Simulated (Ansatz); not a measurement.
**Two states of EuGa$_{2}$**

```
Ga Eu
1.0
     8.66506    0.00000    0.00000
    -2.16627    3.75208    0.00000
     0.00000    0.00000    4.50703
Ga Eu
4 2
Cartesian
  -0.0002 2.5015 2.2535
  4.3323 2.5015 2.2535
  2.1660 1.2506 2.2535
  6.4986 1.2506 2.2535
  0.0000 0.0000 0.0000
  4.3325 0.0000 0.0000
```

Level: r2SCAN; 500 eV; 3×6×5 Γ-centred mesh; gaussian occupations (width 0.0378 eV); Ansatz 0.2.0, fixed geometry.

State A: Eu5 up, Eu6 up (collinear spin). State B: Eu5 down, Eu6 up (collinear spin).

Question: Compare the two self-consistent states.

Answer: State B is lower by 1.3 meV an atom at zero smearing. So small a gap isn't resolved on this mesh where a state is a metal.

| state | free energy (meV/atom) | largest moment in a small sphere (μB) | net moment (μB/cell) | gap on mesh (eV) | pressure (GPa) | largest force (eV/Å) |
| --- | --- | --- | --- | --- | --- | --- |
| A | 1.2 | 6.83 | 14.11 | metal | -1.8 | 0.00 |
| B | 0.0 | 6.83 | 0.00 | metal | -1.8 | 0.01 |

Origin: a database entry at a rescaled volume. Caveats: f shells without a U or exact exchange are poorly placed.
